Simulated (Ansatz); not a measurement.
MnHg (Pm-3m): the volume from the results

The reference geometry is a structure as deposited in COD; nothing is relaxed.

Settings: PBE, 10×10×10 k mesh, Fermi–Dirac smearing of 0.1 eV. PAW means Ansatz 0.2.0 on its default frozen-core files. Site moments are integrated in spheres about the atoms.

The input and its command:

```yaml
crystal:
  lattice:
    - [3.315, 0.0, 0.0]
    - [0.0, 3.315, 0.0]
    - [0.0, 0.0, 3.315]
  atoms:
    - { symbol: Mn, position: [0.5, 0.5, 0.5], spin: 4.0 }
    - { symbol: Hg, position: [0.0, 0.0, 0.0] }
magnetization:
  spin_polarized: true
kpoints:
  mp_grid: { grid: [10, 10, 10] }
scf:
  occupations: { method: fermi_dirac, width: 0.1 }
  lower_state_search: "off"
hamiltonian:
  xc: pbe
  pseudopotentials: { kind: paw }
output:
  forces: true
  stress: true
  eigenvalues: true
  populations: true
```

Command: `ansatz run input.yaml --threads 1 --pin off --max-ram 3072MiB --backend cpu --events-out ev --progress --plain --runs-dir out`

The cell is scaled evenly, and every run starts from the same moments. Some of the runs:

```tsv
V/V₀	cell moment (μB)	largest site moment (μB)	F − F(V₀) (meV/atom)
1.05	3.99	3.96	8
1.1	4.09	4.06	32
1.18	4.19	4.17	91
```

Question: Another run of the series gave cell moment (μB) = 3.42, largest site moment (μB) = 3.39, F − F(V₀) (meV/atom) = 138. At which V/V₀ was it made?
A. 0.8
B. 0.95
C. 0.72
D. 0.9
E. 0.85

Answer: E. V/V₀ = 0.85.

Question: Another run of the series gave cell moment (μB) = 2.70, largest site moment (μB) = 2.66, F − F(V₀) (meV/atom) = 646. At which V/V₀ was it made?
A. 0.95
B. 0.85
C. 0.9
D. 0.72
E. 0.8

Answer: D. V/V₀ = 0.72.

The whole series:

```tsv
V/V₀	cell moment (μB)	largest site moment (μB)	F − F(V₀) (meV/atom)
0.72	2.70	2.66	646
0.8	3.21	3.17	272
0.85	3.42	3.39	138
0.9	3.62	3.59	57
0.95	3.78	3.74	13
1	3.89	3.86	0
1.05	3.99	3.96	8
1.1	4.09	4.06	32
1.18	4.19	4.17	91
```

Under strong compression frozen cores are worth checking against an all-electron run. The Ansatz runs typed with the search for lower states off end where their start leads. Spin–orbit coupling is left out although heavy atoms are present. These are results for the start and cell typed. The real compound can order otherwise, in a larger cell, or not at all, since semilocal functionals at zero temperature often overstate magnetism.
